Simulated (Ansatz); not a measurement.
## Fixed-spin-moment curve of Ni

System: Ni, a measured crystal structure (space group Fm-3m); the cell holds 1 atom. Source: COD entry 2100649, which need not be the ambient phase.

```xyz
1
Lattice="0.0000 1.7597 1.7597 1.7597 0.0000 1.7597 1.7597 1.7597 0.0000" Properties=species:S:1:pos:R:3 pbc="T T T"
Ni    0.0000    0.0000    0.0000
```

Site labels below count the atoms in this order, from 1.

Level of theory: Ansatz, DFT, PBE, PAW, plane waves, scalar-relativistic.

| Setting | Value |
| --- | --- |
| Plane-wave cutoff | 420 eV |
| k-point mesh | 14×14×14 (Γ-centred) |
| Occupations | Fermi–Dirac smearing, 0.1 eV |

Moments by site are taken inside atomic spheres; the rest lies between them.

A small moment in a metal is sensitive to the mesh and the smearing.

Each run fixes N↑ − N↓ and starts with that moment spread in parallel over the Ni atoms; no search for lower states follows. F is the free energy per cell, and F(lowest) that of the lowest run, the runs with a free moment included. A row is the solution that its start led to, not a proven minimum at that M. The run at M = 0 starts without moments and gives the spin-unpolarised solution. The cell holds one magnetic atom, so only parallel order fits; orders in a larger cell may lie lower. The program warns that the SCF threshold is loose for stress, so pressures can be off by 0.1 GPa or more.

The run at M = 0.94 μB took 0.8 s on 2 threads of Intel(R) Xeon(R) 6975P-C (shared host), peak memory 0.33 GiB.

```json
{"fixed M (μB/cell)": "0.00", "F − F(lowest) (meV/cell)": "33", "moments of Ni1 (μB)": "0.00", "pressure (GPa)": "-0.8"}
{"fixed M (μB/cell)": "0.23", "F − F(lowest) (meV/cell)": "26", "moments of Ni1 (μB)": "0.25", "pressure (GPa)": "-0.7"}
{"fixed M (μB/cell)": "0.47", "F − F(lowest) (meV/cell)": "7", "moments of Ni1 (μB)": "0.50", "pressure (GPa)": "-0.4"}
{"fixed M (μB/cell)": "0.70", "F − F(lowest) (meV/cell)": "3", "moments of Ni1 (μB)": "0.74", "pressure (GPa)": "0.8"}
{"fixed M (μB/cell)": "0.94", "F − F(lowest) (meV/cell)": "63", "moments of Ni1 (μB)": "0.96", "pressure (GPa)": "2.8"}
{"fixed M (μB/cell)": "1.17", "F − F(lowest) (meV/cell)": "206", "moments of Ni1 (μB)": "1.16", "pressure (GPa)": "5.8"}
{"fixed M (μB/cell)": "1.41", "F − F(lowest) (meV/cell)": "467", "moments of Ni1 (μB)": "1.35", "pressure (GPa)": "10.1"}
{"fixed M (μB/cell)": "1.64", "F − F(lowest) (meV/cell)": "833", "moments of Ni1 (μB)": "1.53", "pressure (GPa)": "15.2"}
{"fixed M (μB/cell)": "1.88", "F − F(lowest) (meV/cell)": "1364", "moments of Ni1 (μB)": "1.71", "pressure (GPa)": "22.2"}
```

The lowest fixed-moment run is the one at M = 0.70 μB (3 meV). With the constraint released: “usual moment, free total moment [Ni1 2.00 μB]” ends at 0.61 μB, 0 meV; “usual moment scaled by 0.1, free total moment [Ni1 0.20 μB]” ends at 0.61 μB, 0 meV.
